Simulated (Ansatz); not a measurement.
Input:

Si₂Ni:
```
CELL_PARAMETERS angstrom
      0.00000     2.67400     2.67400
      2.67400     0.00000     2.67400
      2.67400     2.67400     0.00000
ATOMIC_POSITIONS crystal
  Si 0.25000 0.25000 0.25000
  Si 0.75000 0.75000 0.75000
  Ni 0.00000 0.00000 0.00000
```

This is the LDA-relaxed structure.

Task: All from the program Ansatz at the LDA level (PAW), unless another level is named. Predict the Young's modulus.

Result: 151 GPa.

Task: And the highest zone-centre frequency?

Result: 9.99 THz.

Task: Next, the elastic constants (relaxed ions, GPa)?

Result: C11 = 208, C12 = 147, C44 = 84.0.

Space group Fm-3m (fluorite or antifluorite type). The cell was relaxed with LDA under the symmetry of its start; of distortions, only those at the zone centre were tested. No spin polarisation was allowed. As this level gives no gap, shear constants depend on the k-mesh and smearing (Fermi–Dirac, 0.1 eV here). As this level gives no gap, phonon frequencies hold no LO–TO term and depend on the k-mesh and smearing (Fermi–Dirac, 0.1 eV here).

Potentials: the earlier of the program's two PAW sets.
